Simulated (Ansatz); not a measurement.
One crystal and one scan (energy over volume and axial ratio) at two levels, PBEsol (plane waves to 420 eV, PAW, scalar-relativistic; Ansatz, a quantum-chemistry and plane-wave program) and PBE (plane waves to 420 eV, PAW, scalar-relativistic; Ansatz), each from its own relaxed cell and on its own mesh. The cell shown is that of PBEsol.

CsI (CsCl type)

```
CsI
1.0
    4.50797     0.00000     0.00000
    0.00000     4.50797     0.00000
    0.00000     0.00000     4.50797
Cs I
1 1
Direct
  0.00000   0.00000   0.00000
  0.50000   0.50000   0.50000
```

The relaxed cell is deformed in two ways at once: its volume V is scaled, and at that volume it is stretched along z (the c axis of the conventional cell) so that c/a changes. Fractional atomic positions are held.

Energies are smeared free energies. CsI was relaxed with its symmetry unable to fall. Spin-orbit coupling is left out, though I is heavy. Percentages come from the unrounded values.

Results of PBEsol:

| Quantity | Value |
|---|---|
| Lattice constant a (Å) | 4.508 |
| Band gap of the relaxed cell, no spin-orbit coupling (eV) | 3.84 |
| Shear modulus C′ = (C11 − C12)/2 (fit, atoms clamped) (GPa) | 9.1 |

What does PBE give for the same quantities?


```
quantity                                                       PBE     PBEsol − PBE
-----------------------------------------------------------  -----  ---------------
Lattice constant a (Å)                                       4.667  -0.159 (-3.4 %)
Band gap of the relaxed cell, no spin-orbit coupling (eV)     3.69   +0.15 (+4.3 %)
Shear modulus C′ = (C11 − C12)/2 (fit, atoms clamped) (GPa)    8.5      +0.6 (+7 %)
```

PBEsol gives the higher value for: band gap of the relaxed cell, no spin-orbit coupling; shear modulus C′. PBEsol gives the lower value for: lattice constant a. Neither level is exact: the differences show how much the result hangs on the functional.

(Under strain, the slope of the energy per volume gives the stress and its curvature an elastic modulus.)
